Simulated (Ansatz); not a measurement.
BP:
```
CELL_PARAMETERS angstrom
      3.20019     0.00000     0.00000
     -1.60009     2.77144     0.00000
      0.00000     0.00000     7.59164
ATOMIC_POSITIONS crystal
  B  0.33333 0.66667 0.25000
  B  0.66667 0.33333 0.75000
  P  0.33333 0.66667 0.75000
  P  0.66667 0.33333 0.25000
```

Relaxed with PBE+D3(BJ). Special points in fractions of this cell's reciprocal vectors: Γ (0.000, 0.000, 0.000); M (0.500, 0.000, 0.000); K (0.333, 0.333, 0.000); A (0.000, 0.000, 0.500); L (0.500, 0.000, 0.500); H (0.333, 0.333, 0.500).

**Question.** List the band energies nearest the valence-band maximum at these points for DFT-PBE+D3(BJ) in the program Ansatz with PAW potentials.

**Answer.** In eV from the valence-band maximum; about four levels below and three above (degenerate sets whole), none deeper than 8.9 eV; points with the same levels are listed once.

```tsv
k	below	above
Γ	-1.80 -1.80 -1.71 -1.71	3.60 4.50 4.50
M	-3.82 -3.70 -1.99 -0.34	0.55 2.42 2.57
K	-6.52 -6.32 -0.58 -0.58	1.35 1.35 5.00
A	-1.76 -1.76 -1.76 -1.76	4.58 4.58 4.58 4.58
L	-3.76 -3.76 -1.22 -1.22	1.27 1.27 2.77 2.77
H	-6.42 -6.42 -0.13 -0.13	0.69 0.69 6.04 6.04
```

Space group P6_3/mmc. A made-up cell: these elements were put on the sites of a structure type; neither database checked (COD, Materials Project) lists it. It is not the phase usual at ambient conditions (space group No. 216). The cell was relaxed with PBE+D3(BJ) under the symmetry of its start; phonons on a q-mesh show weakly imaginary modes.

Potentials: the later of the program's two PAW sets.
